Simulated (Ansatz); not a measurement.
Input:

Zr:
```cif
data_Zr2
_chemical_formula_sum 'Zr2'
_space_group_name_H-M_alt 'P 1'
_space_group_IT_number 1
_cell_length_a 3.18377
_cell_length_b 3.18377
_cell_length_c 5.11859
_cell_angle_alpha 90.000
_cell_angle_beta 90.000
_cell_angle_gamma 120.000
loop_
_space_group_symop_operation_xyz
  'x, y, z'
loop_
_atom_site_label
_atom_site_type_symbol
_atom_site_fract_x
_atom_site_fract_y
_atom_site_fract_z
_atom_site_occupancy
Zr1 Zr 0.33333 0.66667 0.25000 1
Zr2 Zr 0.66667 0.33333 0.75000 1
```

This is the PBEsol-relaxed structure.

Question: All from PBEsol (plane waves, PAW; program Ansatz), unless another level is named. Give the bulk modulus (Birch–Murnaghan fit).

Answer: 97.6 GPa.

Question: What about the highest zone-centre frequency?

Answer: 165 cm^-1.

Space group P6_3/mmc (hcp (Mg type)). Symmetry was held in the PBEsol relaxation; of distortions, only those at the zone centre were tested. The run is not spin-polarised. As this level gives no gap, phonon frequencies hold no LO–TO term and depend on the k-mesh and smearing (Fermi–Dirac, 0.1 eV here).

Potentials: the earlier of the program's two PAW sets.
